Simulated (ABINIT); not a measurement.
ABINIT input for CdSe, PBE with JTH PAW datasets:

```
pp_dirpath "./pseudo"
pseudos "Cd.GGA_PBE-JTH.xml, Se.GGA_PBE-JTH.xml"

acell 3*1.0 angstrom
rprim
    0.000000000000     3.070270000000     3.070270000000
    3.070270000000     0.000000000000     3.070270000000
    3.070270000000     3.070270000000     0.000000000000
ntypat 2
znucl 48 34
natom 2
typat 1 2
xred
    0.000000000000     0.000000000000     0.000000000000
    0.750000000000     0.750000000000     0.750000000000
tolsym 1e-5
chksymtnons 0
chkprim 0

ecut 20
pawecutdg 40
pawovlp 20
ngkpt 6 6 6
nshiftk 1
shiftk 0 0 0
nband 12
occopt 7
tsmear 0.001
diemac 8
tolvrs 1e-10
nstep 90

nucefg 2
quadmom 0 0
nucfc 1
prtwf 0
prtden 0
prteig 0
prtebands 0
prtgsr 0
```

The geometry is a computed Materials Project entry, not a measured one. It is CdSe in F-43m. Stability against distortions was not tested.

Each row changes or adds one setting. The quadmom values are sizes without sign and don't touch the SCF cycle. The limit is 90 steps.  

```
setting typed    SCF steps  k-points  converged
---------------  ---------  --------  ---------
as in the input         21        16        yes
diemac = 2              18        16        yes
diemac = 4              19        16        yes
diemix = 0.2            32        16        yes
diemix = 0.4            20        16        yes
diemix = 1.0            19        16        yes
iscf = 12               90        16         no
nline = 1               90        16         no
nline = 8               12        16        yes
npulayit = 12           28        16        yes
npulayit = 2            16        16        yes
```

Fewest SCF steps among converged rows: 12 (nline = 8); most steps: 90 (iscf = 12, nline = 1). Steps of different solvers differ in work.
